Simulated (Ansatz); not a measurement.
**ZrH (P4_2/mmc), one atom moved over a plane**

These are results of DFT r2SCAN, scalar-relativistic, plane waves, PAW (Ansatz 0.2.0), not measurements. The runs took a 500 eV cutoff, a Γ-centred 14×14×10 mesh and Gaussian smearing (0.15 eV). No spin polarisation. Energies are free energies at this smearing, counted from the undisturbed cell; pressure is positive in compression.

The starting cell (as given, not relaxed at this level; it stands at 1.0 GPa, and it needn't be the usual structure):

```
Zr H
1.0
     3.24279    0.00000    0.00000
     0.00000    3.24279    0.00000
     0.00000    0.00000    4.94800
Zr H
2 2
Direct
  0.00000 0.50000 0.00000
  0.50000 0.00000 0.50000
  0.00000 0.00000 0.75000
  0.00000 0.00000 0.25000
```

Atom 1 (Zr) is moved by p along (1.000, 0.000, 0.000) and q along (0.000, 1.000, 0.000) (Å), all else fixed. Points are written (p, q).

Energy above the undisturbed cell in eV/cell (a dash: not computed):

```
 p \ q  -0.200  -0.100  0.000  0.100  0.200
-0.200    0.29    0.14   0.09   0.14   0.29
-0.100    0.23    0.07   0.02   0.07   0.23
 0.000    0.21    0.05   0.00   0.05   0.21
 0.100    0.23    0.07   0.02   0.07   0.23
 0.200    0.29    0.14   0.09   0.14   0.29
```

Pressure in GPa:

| p \ q | -0.200 | -0.100 | 0.000 | 0.100 | 0.200 |
| --- | --- | --- | --- | --- | --- |
| -0.200 | 2.8 | 1.6 | 1.2 | 1.6 | 2.8 |
| -0.100 | 2.7 | 1.4 | 1.0 | 1.4 | 2.7 |
| 0.000 | 2.7 | 1.4 | 1.0 | 1.4 | 2.7 |
| 0.100 | 2.7 | 1.4 | 1.0 | 1.4 | 2.7 |
| 0.200 | 2.8 | 1.6 | 1.2 | 1.6 | 2.8 |